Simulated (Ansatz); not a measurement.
# Trends among crystals of one structure type (Fm-3m)

All 4 crystals share space group Fm-3m (No. 225) and the same kinds of sites, 2 atoms in the primitive cell. They are database entries and needn't be the stable phases. The set is a selection: crystals with an unstable lattice, a very soft shear in a metal or doubtful stress slopes were left out. Cells are relaxed by PAW under the functional.

Quantity: elastic moduli (Hill averages, relaxed ions; θ_D from sound speeds over directions). Level: LDA, all-electron LAPW in Ansatz 0.2.0, scalar-relativistic.

| crystal | cell (conventional) | k mesh | smearing (eV) | B (GPa) | G (GPa) | C11 (GPa) | C44 (GPa) | ν | θ_D (K) |
| --- | --- | --- | --- | --- | --- | --- | --- | --- | --- |
| KCl | a = 6.079 Å | 8×8×8 | none | 24.1 | 11.8 | 59.0 | 6.5 | 0.289 | 240 |
| KI | a = 6.823 Å | 6×6×6 | none | 15.9 | 7.4 | 40.0 | 3.6 | 0.299 | 132 |
| LiH | a = 3.910 Å | 10×10×10 | none | ? | ? | ? | ? | ? | ? |
| LiF | a = 3.909 Å | 10×10×10 | none | 87.2 | 62.6 | 160 | 68.7 | 0.210 | 784 |

Task: What did the calculation give for LiH?

Result: B = 40.5 GPa, G = 49.1 GPa, C11 = 101 GPa, C44 = 51.6 GPa, ν = 0.068, θ_D = 1237 K.
